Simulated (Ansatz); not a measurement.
The slice is one period of a {110} plane through atoms; its size isn't given.

All values below come from PBEsol (plane waves to 420 eV, PAW, scalar-relativistic; Ansatz, an electronic-structure program). Near the nuclei the fields are pseudised (PAW); where an atom keeps semicore shells as valence, they peak there.

```
|9988775544443333222233334444557788|
|7777665544443333333333334444556677|
|5555554444443333222233334444445555|
|4444444444333322222222333344444444|
|3333333333333322111122333333333333|
|2222333333332211111111223333333322|
|2222222222222211111111222222222222|
|1111112222222222222222222222221111|
|0000111122222222222222222222111100|
|0000001111222222333322222211110000|
|0000000011112222222222221111000000|
|0000000011111122222222111111000000|
|0000000000111111111111111100000000|
|0000000000001111111111110000000000|
|0000000000000000000000000000000000|
|1111111100000000000000000000111111|
|2222111111000000000000000011111122|
|2222222211110000000000001111222222|
|3333332222111100000000111122223333|
|4444443322221100000000112222334444|
|5555444433222211000011222233444455|
|7777664444332211111111223344446677|
|9988775544332222111122223344557788|
|9999775544333322222222333344557799|
```
Scale: ten equal steps from -1.74 (start of '0') to 1.53 (end of '9'), in the order '0123456789'. Values: log₁₀ of the valence density in e/Å³. The map has 17 points along u (two characters each, u = 0 at the left) and 24 along v (v = 0 in the bottom row). The scale is logarithmic, as a density can span decades between atoms and voids.

```
|xx=#%%%*==*%%%#=x|
|x=*%%@@#==#@@%%*=|
|**#%@@@*::*@@@%#*|
|##%@@@%:xx:%@@@%#|
|##%%@@=xxxx=@@%%#|
|**###+.xxxx.+###*|
|===++- xxxx -++==|
|..::-:. xx .:-::.|
|  ..::::..::::.. |
|    .:--==--:.   |
|    .::----::.   |
|     ..::::..    |
|      ......     |
|                 |
|                 |
|...            ..|
|=-:.          .:-|
|**+-:        :-+*|
|##*+-:      :-+*#|
|##**+-.    .-+**#|
|*****=:.  .:=****|
|x=+***=:  :=***+=|
|xx=***+-..-+***=x|
|xxx*###+--+###*xx|
```
Scale: ten equal steps from 0.01 (start of ' ') to 0.92 (end of '@'), in the order ' .:-=+*#%@'. Values: electron localisation function (ELF). The map has 17 points along u (one character each, u = 0 at the left) and 24 along v (v = 0 in the bottom row). Points within 0.5 Å of a nucleus are blanked (x), as the pseudised field means little there.

Q: Which relaxed crystal do these maps come from?
A) GaSb (zinc blende)
B) InSb (zinc blende)
C) AlAs (zinc blende)

A: C, AlAs (zinc blende). Atoms on the slice: As at (0.00, 0.00); Al at (0.50, 0.75)

All were relaxed with their symmetry unable to fall. At this level the bands of GaSb touch or barely overlap; measurements give the solid a gap. At this level the bands of InSb touch or barely overlap; measurements give the solid a gap. Spin-orbit coupling is left out.
